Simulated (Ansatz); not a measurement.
Consider the following.

MgO:
```cif
data_Mg4O4
_chemical_formula_sum 'Mg4 O4'
_space_group_name_H-M_alt 'Fm-3m'
_space_group_IT_number 225
_space_group_name_Hall '-F 4 2 3'
_cell_length_a 4.16063
_cell_length_b 4.16063
_cell_length_c 4.16063
_cell_angle_alpha 90.000
_cell_angle_beta 90.000
_cell_angle_gamma 90.000
loop_
_atom_site_label
_atom_site_type_symbol
_atom_site_symmetry_multiplicity
_atom_site_Wyckoff_symbol
_atom_site_fract_x
_atom_site_fract_y
_atom_site_fract_z
_atom_site_occupancy
Mg1 Mg 4 a 0.00000 0.00000 0.00000 1
O1 O 4 b 0.50000 0.50000 0.50000 1
```
(The calculation used a cell of 2 atoms; values per cell refer to that cell.)

This is the LDA-relaxed structure.

### Question
All from the program Ansatz at the LDA level (PAW), unless another level is named. Give the hole effective mass, band 1 of 3 at the edge.

### Answer
2.0 along [100], 5.3 along [110], 3.4 along [111] (mₑ).

### Question
What about the formation energy from the elements (no fitted shifts)?

### Answer
-2902 meV/atom.

### Question
What about the hole effective mass, band 3 of 3 at the edge?

### Answer
0.40 along [100], 0.35 along [110], 0.34 along [111] (mₑ).

### Question
Give the valence-band maximum.

### Answer
at Γ.

The LDA relaxation kept the symmetry of its start. The references are the lowest solids computed at this level, not always the standard phases (solids in place of the gases).

Potentials: the earlier of the program's two PAW sets. The files were generated under PBE; for other functionals the program regenerates the frozen cores, and for LDA and PBEsol the local potential too.

Edges and masses are those of Kohn–Sham bands, whose gap is no quasiparticle gap.
